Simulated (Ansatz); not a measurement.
The start is a generated cell, ZnCu2SnSe4 placed in the kesterite structure type. A full variable-cell relaxation at zero pressure is run with PBE (plane waves to 420 eV, PAW, scalar-relativistic; Ansatz, an electronic-structure program). The first steps use a coarse 6×6×6 k-mesh.

Input geometry:
```yaml
crystal:
  lattice:
    - [-2.87506, 2.87506, 5.75913]
    - [2.87506, -2.87506, 5.75913]
    - [2.87506, 2.87506, -5.75913]
  atoms:
    - { symbol: Cu, position: [0.00000, 0.00000, 0.00000] }
    - { symbol: Cu, position: [0.75000, 0.25000, 0.50000] }
    - { symbol: Zn, position: [0.25000, 0.75000, 0.50000] }
    - { symbol: Sn, position: [0.50000, 0.50000, 0.00000] }
    - { symbol: Se, position: [0.62900, 0.62800, 0.51300] }
    - { symbol: Se, position: [0.11500, 0.11600, 0.48700] }
    - { symbol: Se, position: [0.37200, 0.88500, 0.00100] }
    - { symbol: Se, position: [0.88400, 0.37100, 0.99900] }
```

Task: What is the largest force in the starting geometry, and on which atom (counted from 1)?

Result: About 0.7 eV/Å, on Se5, Se6, Se7, Se8 (atoms numbered as listed).

Task: How does the volume change?

Result: +0.5 %, from 23.80 to 23.93 Å³/atom.

Task: How do the shortest distances between atoms change?

Result: The closest pairs of elements (up to four, under 3.6 Å), start → end: Cu–Se 2.47 → 2.43 Å; Se–Zn 2.48 → 2.50 Å; Se–Sn 2.55 → 2.63 Å.

Task: Is the relaxed structure metallic? Give its gap.

Result: 0.03 eV, direct at Γ (no spin-orbit coupling).

Task: What does it relax into? Give the structure.

Result: 
```cif
data_Cu4Se8Sn2Zn2
_chemical_formula_sum 'Cu4 Zn2 Sn2 Se8'
_space_group_name_H-M_alt 'I-4'
_space_group_IT_number 82
_space_group_name_Hall 'I -4'
_cell_length_a 5.76365
_cell_length_b 5.76365
_cell_length_c 11.52595
_cell_angle_alpha 90.000
_cell_angle_beta 90.000
_cell_angle_gamma 90.000
loop_
_atom_site_label
_atom_site_type_symbol
_atom_site_symmetry_multiplicity
_atom_site_Wyckoff_symbol
_atom_site_fract_x
_atom_site_fract_y
_atom_site_fract_z
_atom_site_occupancy
Cu1 Cu 2 a 0.00000 0.00000 0.00000 1
Cu2 Cu 2 c 0.00000 0.50000 0.25000 1
Zn1 Zn 2 d 0.50000 0.00000 0.25000 1
Sn1 Sn 2 b 0.00000 0.00000 0.50000 1
Se1 Se 8 g 0.25967 0.26897 0.36977 1
```
(The calculation used a cell of 8 atoms; values per cell refer to that cell.)

The space group stays I-4 (No. 82) (the run could not lower it), with 8 atoms in the primitive cell. Final values are on a 8×8×8 k-mesh of the relaxed cell. No spin polarisation in the result.

The run could not lose the symmetry of its start; a randomly shaken copy of 8 atoms returns to this structure.
